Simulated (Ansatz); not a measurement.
**Two Ansatz runs on Cd3Pd**

Structure from Materials Project entry mp-1183621 (possibly hypothetical). The listed cell was then made from it by scaling, straining or moving an atom.

First run: DFT, LDA, PAW with Ansatz's default frozen-core files, scalar-relativistic (Ansatz 0.2.0).

Command: `ansatz run input.yaml --threads 1 --pin off --max-ram 3072MiB --backend cpu --events-out ev --progress --plain --runs-dir out` The run took 50 s on 1 thread of AMD EPYC (Zen 3), with other jobs on the host, peak memory 0.47 GiB.

```yaml
crystal:
  lattice:
    - [4.3178387378, 0.0, 0.0]
    - [0.0, 4.3178387378, 0.0]
    - [0.0, 0.0, 4.3178387378]
  atoms:
    - { symbol: Cd, position: [0.0, 0.5, 0.5] }
    - { symbol: Cd, position: [0.5, 0.0, 0.5] }
    - { symbol: Cd, position: [0.5, 0.5, 0.0] }
    - { symbol: Pd, position: [0.0, 0.0, 0.0] }
kpoints:
  mp_grid: { grid: [8, 8, 8] }
scf:
  occupations: { method: fermi_dirac, width: 0.05 }
hamiltonian:
  xc: lda
  pseudopotentials: { kind: paw }
output:
  forces: true
  stress: true
  efg: { contact_densities: true }
relax:
  f_tol: 0.005
  max_steps: 80
  cell: {}
```

Result: converged; relaxed volume 17.297 Å³/atom; 31 SCF iterations in all.

Spin polarisation is left out, and whether a magnetic state lies lower isn't shown here.

The input is then changed:

```diff
@@ -10,5 +10,5 @@
     - { symbol: Pd, position: [0.0, 0.0, 0.0] }
 kpoints:
-  mp_grid: { grid: [8, 8, 8] }
+  mp_grid: { grid: [3, 3, 3] }
 scf:
   occupations: { method: fermi_dirac, width: 0.05 }
@@ -16,4 +16,5 @@
   xc: lda
   pseudopotentials: { kind: paw }
+  dispersion: d3bj
 output:
   forces: true
@@ -24,3 +25,5 @@
   max_steps: 80
   cell: {}
+basis:
+  ecutwfc: "400 eV"
```

(1) What does the second run give?

Answers

(1) It converged; relaxed volume 16.610 Å³/atom; 34 SCF iterations in all. Some of these settings are too coarse for converged properties.
